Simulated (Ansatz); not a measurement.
FeO (Fm-3m)

Computed with Ansatz (plane waves, PAW): LDA+U, U = 5.0 eV, J = 0.9 eV (Liechtenstein form) on Fe d, fully localised double counting, collinear spin, scalar-relativistic, 420 eV, PAW set soft_2 (made for PBE), 8×8×8 mesh, Gaussian smearing of 0.05 eV.

```
Fe O
1.0
     0.00000    2.15540    2.15540
     2.15540    0.00000    2.15540
     2.15540    2.15540    0.00000
Fe O
1 1
Direct
  0.00000 0.00000 0.00000
  0.50000 0.50000 0.50000
```

The structure is that of a cell as deposited in COD, unrelaxed.

Cell and atoms stay fixed. Atoms count from 1 in the text and from 0 in parts of the program's output.

Two runs on this cell converged from different starts. The ends of their outputs, energies left out (λ are the eigenvalues of a shell's occupation matrix):

Run A:

```
Magnetization: 3.9998 μB (12.9999 up, 9.0001 down)
Absolute magnetization: 4.0000 μB (∫|ρ↑−ρ↓|, with the PAW one-centre terms)
Per-site moments (μB) at R_I (Å): [(3.43427, 0.88910), (0.23144, 0.88910)]
Entropy (-TS):   -0.000015 eV (-0.007 meV/atom)
Fermi energy:    13.677564 eV
--- Forces (eV/Å), atoms counted from 1 ---
  atom   1  Fe     0.00000000     0.00000000     0.00000000
  atom   2  O      0.00000000     0.00000000     0.00000000
--- Stress (GPa, compression-positive) ---
        4.755806       0.000000       0.000000
        0.000000       4.755806       0.000000
        0.000000       0.000000     -11.667561
  P = ⅓ Tr σ = -0.7186 GPa (-7.186 kbar)
--- Löwdin populations: 2 sites ---
  site symbol       q [e]    m [muB]
     0     Fe     14.8272     3.6782
     1      O      7.0457     0.3107
--- Occupation matrices: 1 shell (run DFT+U table (all-electron-ortho-atomic); ε = 9.20e-4) ---
  Fe0 d_3D up     Tr n = 4.9863  λ = 0.995 0.996 0.997 0.999 0.999
  Fe0 d_3D dn     Tr n = 1.3047  λ = 0.040 0.040 0.091 0.144 0.990
```

Run B:

```
Magnetization: 4.0000 μB (13.0000 up, 9.0000 down)
Absolute magnetization: 4.0025 μB (∫|ρ↑−ρ↓|, with the PAW one-centre terms)
Per-site moments (μB) at R_I (Å): [(3.46308, 0.88910), (0.22915, 0.88910)]
Fermi energy:    13.803869 eV
--- Forces (eV/Å), atoms counted from 1 ---
  atom   1  Fe     0.00000000     0.00000000     0.00000000
  atom   2  O      0.00000000     0.00000000     0.00000000
--- Stress (GPa, compression-positive) ---
       -4.125170      -2.200388      -2.200388
       -2.200388      -4.125170      -2.200388
       -2.200388      -2.200388      -4.125170
  P = ⅓ Tr σ = -4.1252 GPa (-41.252 kbar)
--- Löwdin populations: 2 sites ---
  site symbol       q [e]    m [muB]
     0     Fe     14.8262     3.6806
     1      O      7.0439     0.3117
--- Occupation matrices: 1 shell (run DFT+U table (all-electron-ortho-atomic); ε = 1.10e-2) ---
  Fe0 d_3D up     Tr n = 4.9870  λ = 0.996 0.996 0.997 0.999 0.999
  Fe0 d_3D dn     Tr n = 1.3017  λ = 0.054 0.054 0.120 0.120 0.953
```

Problem. Which run lies higher in energy, by how much, and why?

Solution. Run A, by 49.0 meV/atom. Run A has 6 d electrons in filled orbitals, 4 of them unpaired, the high-spin filling, a gap of 0.15 eV; run B has 6 d electrons in filled orbitals, 4 of them unpaired, the high-spin filling, a gap of 0.96 eV and a whole-number cell moment of 4 μB, as a collinear insulator must have. Run A kept 16 symmetry operations, run B 12. Both fill the same number of orbitals in each spin, so they differ in which orbitals are filled. The Hubbard term of the energy is 0.75 eV per cell in run B and 0.62 eV in run A. Of the difference of 0.098 eV per cell, the Hubbard term gives -0.134 eV and all other terms 0.231 eV, so the other terms decide the order against the Hubbard term. The other terms are taken on each state's own density, so they aren't the result of a run without U.

With one Fe ion in the cell, Fe moments can't oppose each other.

In the lower state the fixed cell carries a pressure of -4.1 GPa (the cell is larger than this level of theory would relax to); relaxing would change energies and could change the order of close states.

Run A started from: random orbitals: single harmonics, high spin, moments Fe1 4.00 μB, occupations held for 12 iterations. Run B started from atoms, default search, moments Fe1 4.00 μB. At this level the cell was started in 11 ways. Run B holds the lowest state found for this cell, which doesn't make it the ground state. U wasn't fitted or computed for this material, so the results show what this U gives and needn't match the real solid. A gap on the mesh alone may shrink between mesh points.
